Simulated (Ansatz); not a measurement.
Starting cell, SnO₂ (rutile):

```yaml
crystal:
  lattice:
    - [4.82756, 0.00000, 0.00000]
    - [0.00000, 4.82756, 0.00000]
    - [0.00000, 0.00000, 3.23791]
  atoms:
    - { symbol: Sn, position: [0.00000, 0.00000, 0.00000] }
    - { symbol: Sn, position: [0.50000, 0.50000, 0.50000] }
    - { symbol: O, position: [0.30660, 0.30660, 0.00000] }
    - { symbol: O, position: [0.80660, 0.19340, 0.50000] }
    - { symbol: O, position: [0.19340, 0.80660, 0.50000] }
    - { symbol: O, position: [0.69340, 0.69340, 0.00000] }
```

Two-dimensional scan of atom 5 (O, nearest neighbour Sn at 2.089 Å; its periodic images, 3.2 Å or more away, move with it): u runs along (0.707, 0.707, 0.000), v along (0.000, 0.000, 1.000) (Cartesian). Cell and other atoms are fixed.

The numbers are results of PBE (plane waves to 420 eV, PAW, scalar-relativistic; Ansatz, an electronic-structure program), not measurements. k mesh 6×6×8 (Γ-centred), Fermi-Dirac smearing 0.05 eV. E stands for the smeared free energy. SnO2 was relaxed with its symmetry unable to fall. The PAW data are Ansatz's earlier set.

Changes of ΔE (eV/cell) from the point u = 0.000 Å, v = 0.000 Å when one coordinate moves alone (two changes are said to add if the coupling is within 5 % of the smaller one, nearly so within 20 %):

```tsv
point	change
u = 0.000 Å, v = -0.690 Å	3.3965
u = 0.000 Å, v = -0.345 Å	0.7313
u = -0.690 Å, v = 0.000 Å	1.0046
u = -0.345 Å, v = 0.000 Å	0.2222
u = 0.345 Å, v = 0.000 Å	0.2222
u = 0.690 Å, v = 0.000 Å	1.0046
u = 0.000 Å, v = 0.345 Å	0.7313
u = 0.000 Å, v = 0.690 Å	3.3965
```

Q: Do the two effects add at u = 0.690 Å, v = 0.345 Å? Give the computed change.

A: The sum of the single changes is 1.0046 + (0.7313) = 1.7359; the calculation gives 1.4803, so the coupling contributes -0.2556 (over 20 % of the smaller single change, not additive).

Q: Do the two effects add at u = -0.690 Å, v = -0.690 Å? Give the computed change.

A: The sum of the single changes is 1.0046 + (3.3965) = 4.4011; the calculation gives 3.0715, so the coupling contributes -1.3296 (over 20 % of the smaller single change, not additive).

(For displaced atoms, the force is minus the slope of the energy, and its curvature is a force constant, which sets phonon frequencies.)
